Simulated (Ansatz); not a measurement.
ZrO₂ in space group P4_2/nmc (No. 137; Zr on 2a, O on 4d), DFT-PBEsol in the program Ansatz with PAW potentials. The conduction-band minimum lies at Γ, with 1 equivalent valley. Second derivatives d²E/dk² of the lowest band at one valley (eV·Å²), along Cartesian directions:

| direction | d²E/dk² |
|---|---|
| [100] | 13.29 |
| [010] | 13.29 |
| [001] | 3.574 |
| [110] | 13.28 |
| [101] | 8.432 |
| [011] | 8.432 |

Question: Find the principal effective masses, the density-of-states mass and the conductivity mass.

Answer: Off-diagonal terms follow from H_xy = H[110] − (H_xx + H_yy)/2, and m*/mₑ = 7.620 eV·Å² over each eigenvalue: 0.57, 0.57, 2.1. One valley's DOS mass (m₁m₂m₃)^(1/3) = 0.89, conductivity mass 3/(Σ 1/mᵢ) = 0.76 mₑ.

Question: What effective density of states Nc follows at 300 K for parabolic valleys?

Answer: Nc = 2.509e19 × 1 × (0.89)^(3/2) ≈ 2.1e19 cm⁻³.

This is a known high-temperature phase of the composition, computed here at zero pressure and temperature. The cell was relaxed with PBEsol under the symmetry of its start; whether a distortion lowers the energy is not shown. No spin polarisation was allowed. Spin–orbit coupling is left out wherever it is not named.

Potentials: the earlier of the program's two PAW sets. The files were generated under PBE; for other functionals the program regenerates the frozen cores, and for LDA and PBEsol the local potential too.

Edges and masses are those of Kohn–Sham bands, whose gap is no quasiparticle gap.
